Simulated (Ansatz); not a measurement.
Starting cell, AlNi (CsCl type):

```
AlNi
1.0
    2.86332     0.00000     0.00000
    0.00000     2.86332     0.00000
    0.00000     0.00000     2.86332
Al Ni
1 1
Direct
  0.00000   0.00000   0.00000
  0.50000   0.50000   0.50000
```

In this cell atom 2 (Ni, nearest neighbour Al at 2.480 Å; its periodic images, 2.9 Å or more away, move with it) is moved by u·(0.707, 0.707, 0.000) + v·(0.000, 0.000, 1.000); the rest is frozen.

All values below come from r2SCAN (plane waves to 500 eV, PAW, scalar-relativistic; Ansatz, a quantum-chemistry and plane-wave program). k mesh 13×13×13 (Γ-centred), Fermi-Dirac smearing 0.05 eV. E stands for the smeared free energy. With partly filled bands, energies and forces of such displacements shift with the k mesh and the smearing. AlNi is run without spin polarisation. AlNi was relaxed with its symmetry unable to fall. The PAW data are Ansatz's earlier set. The zero of ΔE is the undisplaced structure. Axes are in Å.

```json
[
 {"ΔE (meV/cell)": "v = -0.370", "u = -0.370": "1147", "u = -0.247": "736", "u = -0.123": "512", "u = 0.000": "(withheld)", "u = 0.123": "512", "u = 0.247": "736", "u = 0.370": "1147"},
 {"ΔE (meV/cell)": "v = -0.247", "u = -0.370": "783", "u = -0.247": "(withheld)", "u = -0.123": "256", "u = 0.000": "196", "u = 0.123": "256", "u = 0.247": "(withheld)", "u = 0.370": "783"},
 {"ΔE (meV/cell)": "v = -0.123", "u = -0.370": "(withheld)", "u = -0.247": "265", "u = -0.123": "101", "u = 0.000": "49", "u = 0.123": "101", "u = 0.247": "265", "u = 0.370": "(withheld)"},
 {"ΔE (meV/cell)": "v = 0.000", "u = -0.370": "489", "u = -0.247": "206", "u = -0.123": "50", "u = 0.000": "0", "u = 0.123": "50", "u = 0.247": "206", "u = 0.370": "489"},
 {"ΔE (meV/cell)": "v = 0.123", "u = -0.370": "(withheld)", "u = -0.247": "265", "u = -0.123": "101", "u = 0.000": "49", "u = 0.123": "101", "u = 0.247": "265", "u = 0.370": "(withheld)"},
 {"ΔE (meV/cell)": "v = 0.247", "u = -0.370": "783", "u = -0.247": "(withheld)", "u = -0.123": "256", "u = 0.000": "196", "u = 0.123": "256", "u = 0.247": "(withheld)", "u = 0.370": "783"},
 {"ΔE (meV/cell)": "v = 0.370", "u = -0.370": "1147", "u = -0.247": "736", "u = -0.123": "512", "u = 0.000": "(withheld)", "u = 0.123": "512", "u = 0.247": "736", "u = 0.370": "1147"}
]
```

**Question.** What belongs in the gaps?

**Answer.** 
- v = -0.370, u = 0.000: 441
- v = -0.247, u = -0.247: 442
- v = -0.247, u = 0.247: 442
- v = -0.123, u = -0.370: 562
- v = -0.123, u = 0.370: 562
- v = 0.123, u = -0.370: 562
- v = 0.123, u = 0.370: 562
- v = 0.247, u = -0.247: 442
- v = 0.247, u = 0.247: 442
- v = 0.370, u = 0.000: 441

(A displaced cell: forces are minus the slopes of the energy, force constants its curvatures, and phonons follow from these.)
